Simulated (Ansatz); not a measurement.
Tl₂S in space group P6_3/mmc (No. 194; S on 2c, Tl on 2a, Tl on 2d), the program Ansatz at the r²SCAN+D4 level (PAW). The conduction-band minimum lies on the K–Γ line, 55 % of the way from K, with 6 equivalent valleys. Second derivatives d²E/dk² of the lowest band at one valley (eV·Å²), along Cartesian directions:

```tsv
direction	d²E/dk²
[100]	17.30
[010]	20.21
[001]	38.22
[110]	21.28
[101]	27.74
[011]	29.21
```

Question: Find the principal effective masses, the density-of-states mass and the conductivity mass.

Answer: Off-diagonal terms follow from H_xy = H[110] − (H_xx + H_yy)/2, and m*/mₑ = 7.620 eV·Å² over each eigenvalue: 0.20, 0.35, 0.48. One valley's DOS mass (m₁m₂m₃)^(1/3) = 0.32, conductivity mass 3/(Σ 1/mᵢ) = 0.30 mₑ.

Question: What effective density of states Nc follows at 300 K for parabolic valleys?

Answer: Nc = 2.509e19 × 6 × (0.32)^(3/2) ≈ 2.7e19 cm⁻³.

The workflow started from an entry of the Crystallography Open Database (COD), which files this formula under 2 space groups. Its standing as an ambient phase is unchecked. Symmetry was held in the r²SCAN+D4 relaxation; whether a distortion lowers the energy is not shown. The volume moved by -39 % from the start of the relaxation. The volume fell by over 15 % from the filed cell, which may lack light atoms or belong to other conditions. Spin–orbit coupling is left out wherever it is not named.

Potentials: the later of the program's two PAW sets.

Edges and masses are those of Kohn–Sham bands, whose gap is no quasiparticle gap.
